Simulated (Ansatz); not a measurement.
RuFI (Janus 2H monolayer) was relaxed with 5 functionals in Ansatz 0.2.0, cell and atoms free, the symmetry of the start kept (meshes: PBE 12×12×1, r2SCAN 12×12×1, PBEsol 12×12×1, LDA 12×12×1, HSE06 6×6×1). The cell comes from a prototype generator: it can be a known phase or a hypothetical one. Spin polarisation is off.

The r2SCAN result:
```xyz
3
Lattice="3.6368 0.0000 0.0000 -1.8184 3.1495 0.0000 0.0000 0.0000 30.0073" Properties=species:S:1:pos:R:3 pbc="T T F"
Ru    0.0000    2.0997    9.0083
F     1.8184    1.0498   10.3360
I     1.8184    1.0498    7.6556
```
Two periodic directions, a and b.

The sheet's in-plane cell has a = 3.637 Å, b = 3.637 Å (γ = 120.0°), and its outermost atoms lie 2.68 Å apart along the normal. Ru is surrounded by 3 F at 2.48 Å and 3 I at 2.50 Å; F is surrounded by 3 Ru at 2.48 Å; I is surrounded by 3 Ru at 2.50 Å.

(1) How does the cell change with PBEsol?

(2) How does the cell change with LDA?

(3) Held at the r2SCAN cell, what mean stress do LDA and PBE find, and does its sign point to their own minimum?

Answers

(1) a = 3.605 Å; the area differs by -1.7 % from r2SCAN's. Ru has 3 F at 2.47 Å and 3 I at 2.48 Å; F has 3 Ru at 2.47 Å; I has 3 Ru at 2.48 Å.

(2) a = 3.570 Å; the area differs by -3.7 % from r2SCAN's. Around Ru lie 3 F at 2.44 Å and 3 I at 2.46 Å; around F lie 3 Ru at 2.44 Å; around I lie 3 Ru at 2.46 Å.

(3) Yes. LDA -2.64 N/m, and its relaxed area is -3.7 % from r2SCAN's; PBE +1.05 N/m, and its relaxed area is +1.6 % from r2SCAN's. Compression counts positive, so a positive stress asks for a larger cell.
